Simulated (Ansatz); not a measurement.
The start is a relaxed Cr2N cell displaced along its unstable phonon at q = (½, ½, 0) of its primitive reciprocal cell (171i cm⁻¹), largest move 0.15 Å. The structure is fully relaxed (lattice and positions, P = 0) with PBE (plane waves to 420 eV, PAW, scalar-relativistic; Ansatz, an electronic-structure program). The first steps use a coarse 14×14×14 k-mesh.

The start:
```
Cr2N
1.0
   -2.50820     2.50820     8.82254
    0.00000     0.00000     8.82254
    1.25410     1.25410    -4.41127
N Cr
2 4
Direct
  0.00563   0.01702   0.00000
  0.49437   0.02827   0.00000
  0.99378   0.63771   0.00000
  0.50622   0.62528   0.00000
  0.04229   0.31611   0.00000
  0.45771   0.40068   0.00000
```

Problem. How large is the pressure on the unrelaxed cell, and of which sign?

Solution. +2 GPa (positive: the cell is compressed).

Problem. What is the largest force in the starting geometry, and on which atom (counted from 1)?

Solution. About 0.2 eV/Å, on Cr5, Cr6 (atoms numbered as listed).

Problem. How do the shortest distances between atoms change?

Solution. The closest pairs of elements (up to four, under 3.6 Å), start → end: Cr–N 2.02 → 2.01 Å; Cr–Cr 2.31 → 2.32 Å; N–N 2.48 → 2.49 Å.

Problem. What band gap does the relaxed structure have at this level?

Solution. Zero (metallic).

Problem. Write out the relaxed structure.

Solution. 
```cif
data_Cr8N4
_chemical_formula_sum 'N4 Cr8'
_space_group_name_H-M_alt 'Aem2'
_space_group_IT_number 39
_space_group_name_Hall 'A 2 -2b'
_cell_length_a 3.56897
_cell_length_b 3.54816
_cell_length_c 8.84488
_cell_angle_alpha 90.000
_cell_angle_beta 90.000
_cell_angle_gamma 90.000
loop_
_atom_site_label
_atom_site_type_symbol
_atom_site_symmetry_multiplicity
_atom_site_Wyckoff_symbol
_atom_site_fract_x
_atom_site_fract_y
_atom_site_fract_z
_atom_site_occupancy
N1 N 4 c 0.74423 0.25000 0.27478 1
Cr1 Cr 4 c 0.24350 0.25000 0.38091 1
Cr2 Cr 4 c 0.29061 0.25000 0.10685 1
```
(The calculation used a cell of 6 atoms; values per cell refer to that cell.)

Final values are on a 10×11×11 k-mesh of the relaxed cell. No spin polarisation in the result. A magnetic state may lie lower.

The run could not lose the symmetry of its start, so the end can be a saddle point.

The relaxed structure here is a generated cell of Cr2N: the first start was made by placing the elements on the sites of a structure type, and the end was not matched to a known phase here, so it may be hypothetical.
